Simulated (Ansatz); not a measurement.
**Structure relaxation, YCl**

The start is a generated trial cell of YCl in the AFLOW prototype AB_oP8_62_c_c (B31, as in MnP). Cell shape, volume and atoms are optimised at zero target pressure with PBE (plane waves to 420 eV, PAW, scalar-relativistic; Ansatz, an electronic-structure program). First-step values are on the input's coarse k-mesh.

Ansatz input (later rounds restart from its end on a renewed k-mesh):
Ansatz 0.2 input:
```yaml
crystal:
  lattice:
    - [6.9382369, 0, 0]
    - [0, 4.2095888, 0]
    - [0, 0, 7.8139881]
  atoms:
    - { symbol: Cl, position: [0.5056, 0.25, 0.6952] }
    - { symbol: Cl, position: [0.0056, 0.25, 0.8048] }
    - { symbol: Cl, position: [0.4944, 0.75, 0.3048] }
    - { symbol: Cl, position: [0.9944, 0.75, 0.1952] }
    - { symbol: Y, position: [0.6879, 0.25, 0.0696] }
    - { symbol: Y, position: [0.1879, 0.25, 0.4304] }
    - { symbol: Y, position: [0.3121, 0.75, 0.9304] }
    - { symbol: Y, position: [0.8121, 0.75, 0.5696] }
basis: { ecutwfc: 420, ecutrho_ratio: 4, xc_grid: 2, fft_grid_basis: typed }
kpoints: { mp_grid: { grid: [4, 6, 3] } }
hamiltonian:
  xc: pbe
  dispersion: none
  pseudopotentials: { kind: paw }
scf: { occupations: { method: fermi_dirac, width: 0.05 } }
relax: { f_tol: 0.01, max_steps: 100, cell: { stress_tol: 0.02 } }
output: { forces: true, stress: true }
```

Question: How large is the pressure on the unrelaxed cell, and of which sign?

Answer: -6 GPa (negative: the cell is under tension).

Question: How much energy is released per atom?

Answer: 0.23 eV/atom.

Question: How does the volume change?

Answer: -15.5 %, from 28.53 to 24.09 Å³/atom.

Question: How do the shortest distances between atoms change?

Answer: The closest pairs of elements (up to four, under 3.6 Å), start → end: Cl–Y 3.02 → 2.76 Å; Cl–Cl 3.57 → 3.20 Å; Y–Y 3.52 → 3.69 Å.

Question: Is the relaxed structure metallic? Give its gap.

Answer: No gap on the sampled points, where the bands overlap only slightly; such a result is sensitive to mesh and level.

Question: Write out the relaxed structure.

Answer: 
```cif
data_Cl4Y4
_chemical_formula_sum 'Cl4 Y4'
_space_group_name_H-M_alt 'Pnma'
_space_group_IT_number 62
_space_group_name_Hall '-P 2ac 2n'
_cell_length_a 6.58230
_cell_length_b 3.82654
_cell_length_c 7.65277
_cell_angle_alpha 90.000
_cell_angle_beta 90.000
_cell_angle_gamma 90.000
loop_
_space_group_symop_operation_xyz
  'x, y, z'
  '-x, -y, -z'
  '-x+1/2, -y, z+1/2'
  'x+1/2, y, -z+1/2'
  'x+1/2, -y+1/2, -z+1/2'
  '-x+1/2, y+1/2, z+1/2'
  '-x, y+1/2, -z'
  'x, -y+1/2, z'
loop_
_atom_site_label
_atom_site_type_symbol
_atom_site_symmetry_multiplicity
_atom_site_Wyckoff_symbol
_atom_site_fract_x
_atom_site_fract_y
_atom_site_fract_z
_atom_site_occupancy
Cl1 Cl 4 c 0.03158 0.75000 0.16533 1
Y1 Y 4 c 0.19763 0.25000 0.38352 1
```

The space group stays Pnma (No. 62) (the run could not lower it); the end is AFLOW prototype AB_oP8_62_c_c (B31, as in MnP), with 8 atoms in the primitive cell. Final values are on a 7×12×6 k-mesh of the relaxed cell. No spin polarisation in the result. No Hubbard U is applied.

The run could not lose the symmetry of its start, so the end can be a saddle point.

The relaxed structure here is a generated cell of YCl: the first start was made by placing the elements on the sites of a structure type, and the end was not matched to a known phase here, so it may be hypothetical.
